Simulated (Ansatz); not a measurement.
A relaxed cell of SiC₅ is given with its symmetry left out. The cell was found from a structure generator's guess, not taken from experiment.

The calculation used DFT PBE, scalar-relativistic, plane waves, PAW in Ansatz 0.2.0. Cutoff 420 eV, Γ-centred mesh, Gaussian smearing, no spin polarisation.

```
Si C
1.0
     3.28377    0.00000    0.00000
    -1.64188    2.84383    0.00000
     0.00000    0.00000    8.55478
Si C
1 5
Direct
  0.00000 0.00000 0.50000
  0.00000 0.00000 0.84918
  0.00000 0.00000 0.00000
  0.00000 0.00000 0.15082
  0.00000 0.00000 0.29922
  0.00000 0.00000 0.70078
```

The zero of energy is the elements' standard structures at the same level; no fitted shifts are applied.

(1) What space group does it have?

(2) How far does it lie from the elements in energy?

(3) Is it a metal?

Answers

(1) P6/mmm (No. 191). Conventional cell: a = 3.284 Å, c = 8.555 Å. Around Si lie 2 C at 1.72 Å; C on a site of symmetry 6mm has 2 C at 1.27–1.29 Å; around C on a site of symmetry 6/mmm lie 2 C at 1.29 Å; C on a second site of symmetry 6mm has 1 C at 1.27 Å and 1 Si at 1.72 Å.

(2) +1.30 eV/atom. The separate elements lie lower, so it is unstable against them.

(3) Yes, bands cross the Fermi level on the 12×12×6 mesh.

The last run used a 12×12×6 mesh (in the run's order of axes) for its 6-atom cell and Gaussian smearing of 0.10 eV. Weakly bound directions are ill-defined at this level, which has no dispersion term. The reference form of C is held partly by dispersion forces, which this level lacks. Symmetry constrained the relaxation, so the result can be a saddle point. Another cell of SiC5 relaxed alike, in P-62m, lies 0.91 eV/atom lower, so this cell isn't the stable form at this level.
